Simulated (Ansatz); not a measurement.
AlAg:
```cif
data_Ag2Al2
_chemical_formula_sum 'Ag2 Al2'
_space_group_name_H-M_alt 'P 1'
_space_group_IT_number 1
_cell_length_a 5.41335
_cell_length_b 5.41335
_cell_length_c 4.50747
_cell_angle_alpha 90.000
_cell_angle_beta 90.000
_cell_angle_gamma 149.464
loop_
_space_group_symop_operation_xyz
  'x, y, z'
loop_
_atom_site_label
_atom_site_type_symbol
_atom_site_fract_x
_atom_site_fract_y
_atom_site_fract_z
_atom_site_occupancy
Ag1 Ag 0.66498 0.33502 0.25000 1
Al1 Al 0.92621 0.07379 0.25000 1
Ag2 Ag 0.33502 0.66498 0.75000 1
Al2 Al 0.07379 0.92621 0.75000 1
```

Relaxed with r²SCAN.

Tabulate the valence density and the electron localisation function along the shortest Ag–Ag contact (2.85 Å), r²SCAN in the plane-wave PAW code Ansatz.



```csv
distance from Ag (Å),density (e/Å³),ELF
0.29,15.76,0.76
0.43,11.01,0.66
0.57,6.57,0.58
0.71,3.29,0.48
0.86,1.41,0.37
1.00,0.64,0.25
1.14,0.37,0.18
1.28,0.26,0.16
1.43,0.23,0.16
1.57,0.26,0.16
1.71,0.37,0.18
1.85,0.64,0.25
2.00,1.41,0.37
2.14,3.29,0.48
2.28,6.57,0.58
2.42,11.01,0.66
2.57,15.76,0.76
```

The density is the valence pseudo-density with augmentation charge, so density and ELF within about 1 Å of a nucleus are not all-electron values.

Space group Cmcm. The start of the workflow was typed in or built on a structure type; neither database checked (COD, Materials Project) lists it. Its standing as an ambient phase is unchecked. Symmetry was held in the r²SCAN relaxation; its stability against distortions is not shown here. The run is not spin-polarised.

Potentials: the later of the program's two PAW sets.
